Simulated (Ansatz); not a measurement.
Question: Each is relaxed and computed with DFT-PBEsol in the program Ansatz with PAW potentials. Which is the only metal?
(A) Al3BC3, P6_3cm (Pearson symbol hP42)
(B) SnC, wurtzite
(C) SiC3, P-4m2 (C on 1a, C on 2g, Si on 1c)
(D) CoC, P2_13 (Co on 4a, C on 4a)

Answer: D, CoC, P2_13 (Co on 4a, C on 4a). CoC: metal; SiC3: gap 1.15 eV (indirect); Al3BC3: gap 1.64 eV (indirect); SnC: gap 0.96 eV (direct). Typed or built starts, not in the databases checked: CoC, P2_13 (Co on 4a, C on 4a); SiC3, P-4m2 (C on 1a, C on 2g, Si on 1c); SnC, wurtzite. Standing as an ambient phase not checked: Al3BC3, P6_3cm (Pearson symbol hP42). Began spin-polarised and lost the moments: CoC, P2_13 (Co on 4a, C on 4a). All cells were relaxed under the symmetry of their starts (and spin orders); stability against distortions was not tested throughout. Scalar-relativistic: spin–orbit coupling is off unless named, which matters more the heavier the elements.

Potentials: the earlier of the program's two PAW sets. The files were generated under PBE; for other functionals the program regenerates the frozen cores, and for LDA and PBEsol the local potential too.
